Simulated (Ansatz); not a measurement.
ZnS:
```cif
data_S6Zn6
_chemical_formula_sum 'Zn6 S6'
_space_group_name_H-M_alt 'P63mc'
_space_group_IT_number 186
_space_group_name_Hall 'P 6c -2c'
_cell_length_a 3.80907
_cell_length_b 3.80907
_cell_length_c 18.69044
_cell_angle_alpha 90.000
_cell_angle_beta 90.000
_cell_angle_gamma 120.000
loop_
_atom_site_label
_atom_site_type_symbol
_atom_site_symmetry_multiplicity
_atom_site_Wyckoff_symbol
_atom_site_fract_x
_atom_site_fract_y
_atom_site_fract_z
_atom_site_occupancy
Zn1 Zn 2 b 0.66667 0.33333 0.33328 1
Zn2 Zn 2 b 0.33333 0.66667 0.16682 1
Zn3 Zn 2 a 0.00000 0.00000 0.00003 1
S1 S 2 b 0.66667 0.33333 0.45813 1
S2 S 2 b 0.33333 0.66667 0.29164 1
S3 S 2 a 0.00000 0.00000 0.12511 1
```

Relaxed with r²SCAN. DFT-r²SCAN in the program Ansatz with PAW potentials gives a gap of 2.73 eV.

**Question.** What gap does HSE06 give on the same cell (Ansatz, PAW)?

**Answer.** 3.40 eV, 0.67 eV more. The hybrid was solved on a coarser mesh and at special points; its gap is the smallest among all of these.

```tsv
k	v1 r²SCAN	c1 r²SCAN	v1 HSE06	c1 HSE06
Γ	0.00	2.73	0.00	3.40
A	-0.07	3.18	…	…
K	-1.54	4.81	…	…
H	-1.61	5.04	-1.65	5.79
M	-0.91	3.85	…	…
L	-1.02	3.76	…	…
```

**Question.** Top valence (v1) and lowest conduction level (c1) in eV from each method's valence maximum (which need not be a listed point): supply the withheld HSE06 values.

**Answer.** 
- L, v1 HSE06: -1.04
- L, c1 HSE06: 4.47
- K, v1 HSE06: -1.58
- K, c1 HSE06: 5.56
- M, v1 HSE06: -0.93
- M, c1 HSE06: 4.56
- A, v1 HSE06: -0.07
- A, c1 HSE06: 3.85

Cost on shared cores: the r²SCAN run (SCF on a 8×8×2 mesh, then bands and DOS) around 7 core-minutes (rough), the HSE06 run (SCF on 5×5×1, then a few points) roughly 13 core-minutes; the tasks are unlike.

Space group P6_3mc (6H polytype). The workflow started from a Materials Project entry (that database holds measured and hypothetical structures alike). Its sites differ from those of the usual phase in this space group: another stacking or structure type. The cell was relaxed with r²SCAN under the symmetry of its start; its stability against distortions is not shown here.

Potentials: the later of the program's two PAW sets.
